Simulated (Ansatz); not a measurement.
A relaxed cell of Sn₄SeS₃ is given with its symmetry left out. The cell was found from a structure generator's guess, not taken from experiment.

These are results of DFT PBE, scalar-relativistic, plane waves, PAW in Ansatz 0.2.0, not measurements. Cutoff 420 eV, Γ-centred mesh, Gaussian smearing, no spin polarisation.

```
Sn Se S
1.0
    -2.95419    2.95419    5.90256
     2.95419   -2.95419    5.90256
     2.95419    2.95419   -5.90256
Sn Se S
4 1 3
Direct
  0.74415 0.74415 0.00000
  0.25585 0.25585 0.00000
  0.50000 0.00000 0.50000
  0.00000 0.50000 0.50000
  0.00000 0.00000 0.00000
  0.50000 0.50000 0.00000
  0.25000 0.75000 0.50000
  0.75000 0.25000 0.50000
```

Energies over the elements count from the elements' standard structures at the same level, with no fitted energy shifts. The references include grey tin.

Question: Find its symmetry and describe it.

Answer: I4/mmm (No. 139), with Se and S ordered on rock salt sites. Conventional cell: a = 5.908 Å, c = 11.805 Å. Sn on a site of symmetry 4mm has 5 S at 2.88–2.95 Å and 1 Se at 3.02 Å; Sn on a site of symmetry mmm is surrounded by 4 S at 2.95 Å and 2 Se at 2.95 Å; Se is surrounded by 6 Sn at 2.95–3.02 Å; around S on a site of symmetry 4/mmm lie 6 Sn at 2.88–2.95 Å; 1 more site not described.

Question: What is its formation energy per atom?

Answer: −0.409 eV/atom. Whether it is stable depends on the other phases of the system, which aren't compared here.

Question: Is it a metal?

Answer: No, the gap on the 8×8×8 mesh is 0.16 eV.

The last run used an 8×8×8 mesh for its 8-atom cell and Gaussian smearing of 0.02 eV. Kohn–Sham gaps at this level usually fall short of measured ones. The reference forms of S and Se are held partly by dispersion forces, which this level lacks. Small gaps are read on the mesh alone, and bands can cross between its points. A structure relaxed within its symmetry needn't be a true minimum.
